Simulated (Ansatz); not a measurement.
Ansatz input

```yaml
crystal:
  lattice:
    - [2.7747895668, 0.0, 0.0]
    - [-1.3873947834, 2.403038255, 0.0]
    - [0.0, 0.0, 4.680710436]
  atoms:
    - { symbol: Pd, position: [0.3333333333, 0.6666666667, 0.25], spin: 0.5 }
    - { symbol: Pd, position: [0.6666666667, 0.3333333333, 0.75], spin: 0.5 }
hamiltonian:
  xc: mr2scan
  pseudopotentials:
    kind: paw
    azcp:
      Pd: "pseudopotentials/Pd.paw.azcp"
basis:
  ecutwfc: 500
  fft_grid_basis: typed
kpoints:
  mp_grid: { grid: [15, 15, 8], shift: [0, 0, 0] }
magnetization:
  spin_polarized: true
scf:
  occupations: { method: fermi_dirac, width: 0.05 }
  lower_state_search: "off"
output:
  stress: true
  write_density: true
  write_potential: true
  elf: true
  volumetric_format: npy
```

Output

```
Engine: ansatz 0.2.0, aarch64-unknown-linux-gnu
Pseudopotentials: kind: paw
Pseudopotential: Pd, paw, valence charge 18, recommended cutoff 500 eV (meta_gga) 
Functional definition: m-r2SCAN
  exchange = m_r2scan_x
  correlation = m_r2scan_c
Crystal: 2 atoms, lattice volume = 31.211 Å³
Basis set: ecut = 500 eV, 761 PW (Γ), exchange–correlation on 96×96×144 points (64 copies of the dense FFT grid, shifted against one another)
Bands: 23, of which v1, the nominal top of the filled ones, is band 18 counted from 1 (17 counted from 0)
Symmetry: 24 space group operations
Space group: P63/mmc (ITA 194), of the structure as read, at distance tolerance 3.1e-5 Å
Magnetic group: BNS 194.263 (UNI 1493), of the structure as read, at distance tolerance 3.1e-5 Å
k-points: 135 of 1800
Non-local potential: Pd, projectors of the file, l = 0: 2, l = 1: 2, l = 2: 2, l = 3: 1
PAW form: soft (Blöchl's): semilocal exchange-correlation on the pseudo side does not see the compensation charge
PAW frozen core: Pd, regenerated for the run's functional (the file was generated under x = pbe(κ = 0.804, μ = 0.2195149727645171), c = pbe(β = 0.06672455060314922))
PAW one-centre angular grid: Pd, 590 points (default); XC on 160 Gauss nodes
Initial density: superposition of atomic densities (chi_scale 0.1, normalization cell)
Starting moments: Σ|m| = 1 μB on 2 of 2 sites
Initial wavefunctions: pseudopotential atomic-orbital guess
Functional: x = mr2scan, c = mr2scan; τ floored in thin density (d = 2e-4 eV/Å³)
SCF iter   1: F=-13968.954188 eV  HF=-13972.604533 eV  |F-HF|=3.65e0  |Δ(HF+E_count)|=         —  Δρ=6.94e-2 (↑6.94e-2 ↓5.86e-2)  dr2=5.25e0  dr2_τ=2.70e-2  dr2_m=2.22e-2  M=0.792 μB ∫|m|=0.802 μB  β_m=0.30  ethr=3.10e-3  ⟨swp⟩=5.0  Hψ=25842  notcnv=0
spin=Collinear: Kerker preconditioning applied to the charge; magnetization (m = ρ↑ − ρ↓) channel mixes plain (no charge-response kernel on spin).
SCF iter   2: F=-13970.703649 eV  HF=-13971.649114 eV  |F-HF|=9.45e-1  |Δ(HF+E_count)|=   9.55e-1  Δρ=4.01e-2 (↑4.01e-2 ↓3.32e-2)  dr2=1.72e0  dr2_τ=1.97e-2  dr2_m=1.41e-2  M=0.759 μB ∫|m|=0.776 μB  β_m=0.30  ethr=3.10e-3  ⟨swp⟩=2.7  Hψ=13555  notcnv=0  defer=99  κ⁻¹=1.0e0(r=1)
SCF iter   3: F=-13971.389644 eV  HF=-13971.317718 eV  |F-HF|=7.19e-2  |Δ(HF+E_count)|=   3.31e-1  Δρ=1.44e-2 (↑1.13e-2 ↓1.44e-2)  dr2=8.50e-2  dr2_τ=9.15e-3  dr2_m=9.22e-3  M=0.732 μB ∫|m|=0.748 μB  β_m=0.30  ethr=3.10e-3  ⟨swp⟩=2.1  Hψ=11089  notcnv=0  defer=99  κ⁻¹=1.4e-3(r=2)
SCF iter   4: F=-13971.388943 eV  HF=-13971.397114 eV  |F-HF|=8.17e-3  |Δ(HF+E_count)|=   7.94e-2  Δρ=8.15e-3 (↑3.98e-3 ↓8.15e-3)  dr2=1.93e-2  dr2_τ=5.70e-4  dr2_m=5.70e-3  M=0.714 μB ∫|m|=0.732 μB  β_m=0.30  ethr=2.36e-4  ⟨swp⟩=2.9  Hψ=14649  notcnv=0  defer=118  κ⁻¹=2.7e-5(r=3)
SCF iter   5: F=-13971.397734 eV  HF=-13971.396101 eV  |F-HF|=1.63e-3  |Δ(HF+E_count)|=   1.01e-3  Δρ=5.04e-3 (↑5.04e-3 ↓2.77e-3)  dr2=2.70e-3  dr2_τ=2.90e-4  dr2_m=3.86e-3  M=0.697 μB ∫|m|=0.718 μB  β_m=0.30  ethr=5.36e-5  ⟨swp⟩=2.4  Hψ=11872  notcnv=0  defer=118  κ⁻¹=1.4e-5(r=4)
SCF iter   6: F=-13971.398905 eV  HF=-13971.398861 eV  |F-HF|=4.37e-5  |Δ(HF+E_count)|=   2.76e-3  Δρ=3.93e-3 (↑2.22e-3 ↓3.93e-3)  dr2=1.27e-3  dr2_τ=8.78e-5  dr2_m=2.58e-3  M=0.683 μB ∫|m|=0.705 μB  β_m=0.30  ethr=7.49e-6  ⟨swp⟩=2.0  Hψ=12745  notcnv=0  defer=118  κ⁻¹=5.6e-7(r=5)
SCF iter   7: F=-13971.399010 eV  HF=-13971.399571 eV  |F-HF|=5.61e-4  |Δ(HF+E_count)|=   7.10e-4  Δρ=3.63e-3 (↑3.63e-3 ↓1.71e-3)  dr2=1.62e-3  dr2_τ=7.16e-5  dr2_m=1.85e-3  M=0.669 μB ∫|m|=0.692 μB  β_m=0.30  ethr=3.52e-6  ⟨swp⟩=2.0  Hψ=12502  notcnv=0  defer=118  κ⁻¹=2.9e-7(r=6)
...
SCF iter  18: F=-13971.400865 eV  HF=-13971.400865 eV  |F-HF|=1.18e-8  |Δ(HF+E_count)|=   1.03e-6  Δρ=6.38e-6 (↑6.25e-6 ↓6.38e-6)  dr2=8.03e-10  dr2_τ=8.90e-10  dr2_m=1.10e-8  M=0.470 μB ∫|m|=0.487 μB  β_m=1.20  ethr=1.17e-11  ⟨swp⟩=7.2  Hψ=33746  notcnv=0  κ⁻¹=2.5e-6(r=8)
iter 19 did not close the SCF: its close was put off for a magnetic moment that had not settled (scf_convergence_deferred on its scf_iter line)
SCF iter  19: F=-13971.400865 eV  HF=-13971.400865 eV  |F-HF|=1.67e-8  |Δ(HF+E_count)|=   2.65e-8  Δρ=2.73e-6 (↑2.37e-6 ↓2.73e-6)  dr2=4.23e-10  dr2_τ=1.44e-10  dr2_m=1.55e-9  M=0.469 μB ∫|m|=0.486 μB  β_m=1.20  ethr=2.23e-12  ⟨swp⟩=4.1  Hψ=31995  notcnv=0  κ⁻¹=1.0e-6(r=8)
iter 20 did not close the SCF: its close was put off for a magnetic moment that had not settled (scf_convergence_deferred on its scf_iter line)
SCF iter  20: F=-13971.400865 eV  HF=-13971.400865 eV  |F-HF|=4.69e-9  |Δ(HF+E_count)|=   1.38e-8  Δρ=1.26e-6 (↑1.26e-6 ↓1.01e-6)  dr2=1.17e-10  dr2_τ=2.32e-11  dr2_m=2.99e-10  M=0.468 μB ∫|m|=0.485 μB  β_m=1.20  ethr=1.18e-12  ⟨swp⟩=4.0  Hψ=31534  notcnv=0  κ⁻¹=6.4e-6(r=8)
SCF iter  21: F=-13971.400865 eV  HF=-13971.400865 eV  |F-HF|=1.16e-9  |Δ(HF+E_count)|=   4.57e-9  Δρ=2.73e-7 (↑2.34e-7 ↓2.73e-7)  dr2=2.06e-11  dr2_τ=1.11e-12  dr2_m=4.50e-12  M=0.469 μB ∫|m|=0.485 μB  ethr=1.00e-12  ⟨swp⟩=3.9  Hψ=29340  notcnv=0
SCF 1 converged in 21 iterations: F = -13971.400865 eV  dr2 = 2.06e-11
this state was not tested for a lower state beside it, because the mixer in use, unlike msr1, does not test its closes by its own steps (another_mixer; see scf.mixing.algorithm and scf.lower_state_search)
SCF converged after 21 iterations
Magnetization: 0.4687 μB (18.2343 up, 17.7657 down)
Absolute magnetization: 0.4854 μB (∫|ρ↑−ρ↓|, with the PAW one-centre terms)
Spin contamination: 0.0011 ħ² per cell (⟨S²⟩ above its minimum at these occupations)
Per-site moments (μB) at R_I (Å): [(0.23710592129151103, 1.1446006963038524), (0.23710592129151087, 1.1446006963038524)]
Free energy (F): -13971.400865 eV
Harris-Foulkes:  -13971.400865 eV  (|F-HF|=1.16e-9)
Internal energy: -13971.364105 eV  (E = F + TS)
E sigma→0 (E₀):  -13971.382485 eV
Entropy (-TS):   -0.036760 eV (-18.380 meV/atom)
Fermi energy:    18.151392 eV
--- Per-component energies (eV) ---
  E_band       = -353.191501
  E_kinetic    = 1028.884987
  E_local      = -3666.879723  (includes V_loc(G=0)·N_el)
  E_nonlocal   = 435.878458
  E_hartree    = 1486.925142
  E_xc         = -319.544074
  E_vxc        = -463.332871  (∫ρ·V_xc dr)
  E_paw        = -7544.326461  (= ΣΔE_a)
  E_vpaw       = -695.669748  (= ΣTr[D̂ρ^β])
  E_aug_tail   = 0.000213  (compensation charges beyond the density's cutoff)
  E_vtau       = 34.076881  (kinetic-family band-sum trace: ∫τ·v_τ [+ j·A + Jᵃ·Aᵃ] dr)
  E_ewald      = -5391.398473
  E_core_change = -0.904173  (= ΣΔE_core)
  E_smearing   = -0.036760  (= −TS)
  E_closure    = -0.000000  (closes the sum)
  Σ components = -13971.400865   (vs F -13971.400865, Δ=0.00e0)
--- Stress (GPa, compression-positive) ---
       -6.148365       0.000000      -0.000000
       -0.000000      -6.148365      -0.000000
       -0.000000      -0.000000      -6.750241
  P = ⅓ Tr σ = -6.3490 GPa (-63.490 kbar)
--- Band table (eV; the first three rows and the last of 270) ---
  k-point 0 ↑: bands = ["-68.2167", "-68.1785", "-33.1927", "-32.9750", "-32.9750", "-32.9330", "-32.9330", "-32.8738", "11.4341", "13.0918", "15.2137", "15.4731", "15.4731", "15.7826", "15.7826", "16.5296", "16.5296", "17.8144", "17.8144", "19.3379", "24.8798", "35.9685", "37.1859"]
  k-point 1 ↑: bands = ["-68.2153", "-68.1800", "-33.1808", "-32.9734", "-32.9734", "-32.9346", "-32.9346", "-32.8861", "11.5663", "13.1157", "15.1838", "15.4471", "15.4471", "15.7460", "15.7460", "16.6194", "16.6194", "17.7954", "17.7954", "18.6966", "25.7241", "35.6581", "37.3634"]
  k-point 2 ↑: bands = ["-68.2112", "-68.1841", "-33.1467", "-32.9689", "-32.9689", "-32.9392", "-32.9392", "-32.9212", "11.9416", "13.1666", "15.1209", "15.4055", "15.4055", "15.6523", "15.6523", "16.8415", "16.8415", "17.4317", "17.7272", "17.7272", "27.6021", "35.0760", "37.1895"]
  k-point 134 ↓: bands = ["-67.9186", "-67.9186", "-32.9715", "-32.9715", "-32.9311", "-32.9311", "-32.7405", "-32.7405", "14.4040", "14.4040", "14.8387", "14.8387", "15.6075", "15.6075", "16.4895", "16.4895", "18.0823", "18.0823", "25.4573", "25.4573", "27.1997", "27.1997", "27.7594"]
```
